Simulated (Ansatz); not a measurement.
Total density of states per atom from r²SCAN in the plane-wave PAW code Ansatz, in 0.25 eV bins, energy from the Fermi level:

```
E (eV) | states/eV/atom
    -7.85 |  0.00
    -7.60 |  0.00
    -7.35 |  0.00
    -7.10 |  0.00
    -6.85 |  0.00
    -6.60 |  0.00
    -6.35 |  0.00
    -6.10 | # 0.06
    -5.85 | ######## 0.62
    -5.60 | ########## 0.71
    -5.35 | #################### 1.47
    -5.10 | ################### 1.40
    -4.85 | #################### 1.48
    -4.60 | ########### 0.84
    -4.35 | ################ 1.17
    -4.10 | ### 0.26
    -3.85 | ## 0.12
    -3.60 | ######################### 1.88
    -3.35 | ############## 1.04
    -3.10 | ################## 1.31
    -2.85 | ############################## 2.23
    -2.60 | ############## 1.04
    -2.35 | ##### 0.38
    -2.10 |  0.00
    -1.85 |  0.00
    -1.60 |  0.00
    -1.35 |  0.00
    -1.10 |  0.00
    -0.85 |  0.00
    -0.60 |  0.00
    -0.35 |  0.00
    -0.10 | ############### 1.09
     0.15 | ################### 1.38
     0.40 | ### 0.20
     0.65 |  0.00
     0.90 |  0.00
     1.15 |  0.00
     1.40 |  0.00
     1.65 |  0.00
     1.90 |  0.00
     2.15 |  0.00
     2.40 | ## 0.13
     2.65 | ##### 0.35
     2.90 | ###### 0.45
     3.15 | ########### 0.83
     3.40 |  0.02
     3.65 |  0.00
     3.90 |  0.00
     4.15 |  0.02
     4.40 | # 0.04
     4.65 | # 0.05
     4.90 | # 0.07
```

**Question.** Pick the material that matches.
A) K2LiCuF6, Fm-3m (K on 8c, Li on 4b, Cu on 4a, F on 24e)
B) K2MoCl6, Fm-3m (Mo on 4a, Cl on 24e, K on 8c)
C) Na6MgCl8, Fm-3m (Na on 24d, Mg on 4a, Cl on 8c, Cl on 24e)
D) Li2ZnCl4, spinel

**Answer.** B, K2MoCl6, Fm-3m (Mo on 4a, Cl on 24e, K on 8c). Within 0.5 eV of the Fermi level: Mo 4d 72 %, Cl 3p 25 %. Projections are on Löwdin-orthogonalised atomic valence shells; empty p or d shells of many metals are not among them.

The workflow started from an entry of the Crystallography Open Database (COD). Its standing as an ambient phase is unchecked. Symmetry was held in the r²SCAN relaxation; whether a distortion lowers the energy is not shown. No spin polarisation was allowed. Spin–orbit coupling is left out wherever it is not named.

Potentials: the later of the program's two PAW sets.
